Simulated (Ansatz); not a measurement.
Values for one crystal, relaxed and computed with the program Ansatz at the PBE level (PAW); other levels are named.

| Item | Result |
|---|---|
| Volume per atom | 11.21 Å³ |
| Electronic character | metallic (no gap) |
| Formation energy from the elements (no fitted shifts) | -767 meV/atom |
| Pressure derivative B′ | 4.1 |
| Bulk modulus (Birch–Murnaghan fit) | 202 GPa |
| Density of states at the Fermi level | 1.0 states/eV per atom (mean over ±0.08 eV) |

**Question.** Which compound is it?
(A) Ta2GeN, P6_3/mmc (Ge on 2d, Ta on 4f, N on 2a)
(B) SiMo3, A15 (Cr3Si type)
(C) V2SiN, P6_3/mmc (V on 4f, Si on 2d, N on 2a)
(D) SiMo2N, P6_3/mmc (Si on 2d, Mo on 4f, N on 2a)

**Answer.** C, V2SiN, P6_3/mmc (V on 4f, Si on 2d, N on 2a)

The start of the workflow was typed in or built on a structure type; neither database checked (COD, Materials Project) lists it. Whether it is the stable phase at ambient conditions was not checked. The PBE relaxation kept the symmetry of its start; whether a distortion lowers the energy is not shown. The workflow began spin-polarised and lost its moments. The references are the lowest solids computed at this level, not always the standard phases (solids in place of the gases).

Potentials: the earlier of the program's two PAW sets.
